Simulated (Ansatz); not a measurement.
TiN (rock salt), conventional cell a = 4.2325 Å, b = 4.2325 Å, c = 4.2325 Å, α = 90.00°, β = 90.00°, γ = 90.00°. The calculation uses the primitive cell of 2 atoms, to which meshes and values per cell refer.

Equation-of-state scan: isotropic scaling of the cell above, V₀ being its volume. Symmetry pins the atoms to their sites.

The numbers are results of r2SCAN (plane waves to 500 eV, PAW, scalar-relativistic; Ansatz, a quantum-chemistry and plane-wave program), not measurements. k mesh 19×19×19 (Γ-centred), Fermi-Dirac smearing 0.05 eV. E stands for the smeared free energy. Compression counts positive. TiN is run without spin polarisation. TiN was relaxed with its symmetry unable to fall. The zero of ΔE is the relaxed starting cell.

The scan covers V/V₀ from 0.840 to 1.160 in 13 points.

Question: What is ΔE at V/V₀ = 1.160?

Answer: 173 meV/atom.

Question: What is ΔE at V/V₀ = 0.840?

Answer: 302 meV/atom.

Question: What pressure does the cell carry at V/V₀ = 0.840?

Answer: 74.2 GPa.

(Under strain, the slope of the energy per volume gives the stress and its curvature an elastic modulus.)
